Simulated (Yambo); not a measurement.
Yambo run on KBH₄ (space group P2_1/m, No. 11, within 0.06 Å of P4_2/nmc). The wavefunctions are norm-conserving LDA (Quantum ESPRESSO, 76 Ry, no spin-orbit coupling) ones on a 2×2×2 mesh (16 occupied bands); a = 4.663 Å, b = 4.678 Å, c = 6.549 Å, α = 90.00°, β = 90.07°, γ = 90.00°.

Yambo input:

```
rim_cut
gw0
dyson
el_el_corr
HF_and_locXC
cohsex
em1s
RandQpts= 1000000
RandGvec= 1 Ry
EXXRLvcs= 76 Ry
VXCRLvcs= 304 Ry
Chimod= "HARTREE"
% BndsRnXs
 1 | 197 |
%
NGsBlkXs= 7 Ry
% LongDrXs
 1.0 | 1.0 | 1.0 |
%
ExtendOut
% QPkrange
 1 | 1 | 16 | 17 |
 7 | 7 | 17 | 17 |
%
```

k points by index: 1 = Γ, 7 = (-0.5, -0.5, 0).

The o-*.qp file then holds:

```
#    K-point    Band    Eo [eV]    E [eV]    E-Eo [eV]    Vxc [eV]    Vnlxc [eV]    Sc|Eo [eV]    Re(Z)    Im(Z)
#
    1    16    0.000000    -4.120143    -4.120143    -12.42417    -16.59026    0.045943    1.000000    0.000000
    1    17    5.691319    6.301211    0.609892    -7.981141    -3.434340    -3.936908    1.000000    0.000000
    7    17    5.636520    6.237181    0.600661    -7.847408    -3.371594    -3.875153    1.000000    0.000000
```
(The two width columns are left out.) Convergence of these settings isn't established.

Geometry of the Materials Project entry, not relaxed at this level.

The structure is a Materials Project entry; no match was found in the copy of COD used, and its stability was not checked.
